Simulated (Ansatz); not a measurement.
SnPt$_{3}$ (Cu3Au type, Pm-3m) at seven volumes, DFT-r²SCAN in the program Ansatz with PAW potentials, scaled uniformly. One row is withheld.

| V (Å³/atom) | P (GPa) |
|---|---|
| 14.837 | 26.88 |
| 15.326 | 16.18 |
| 15.815 | 7.32 |
| 16.304 | 0.00 |
| 16.793 | -6.04 |
| 17.282 | -11.01 |
| 17.771 | ? |

Question: Fit the shown pressures and predict the withheld one.

Answer: Third-order Birch–Murnaghan: P = (3/2)B₀(x^(7/2) − x^(5/2))[1 + (3/4)(B′ − 4)(x − 1)] with x = (V₀/V)^(2/3). Least squares on the six rows gives V₀ = 16.304 Å³/atom, B₀ = 221.2 GPa, B′ = 5.37. At V = 17.771, x = 0.9442 and P = -15.12 GPa. The run itself gave -15.07 GPa.

The workflow started from an entry of the Crystallography Open Database (COD). Whether it is the stable phase at ambient conditions was not checked. Symmetry was held in the r²SCAN relaxation; its stability against distortions is not shown here. The run is not spin-polarised. Spin–orbit coupling is left out wherever it is not named.

Potentials: the later of the program's two PAW sets.
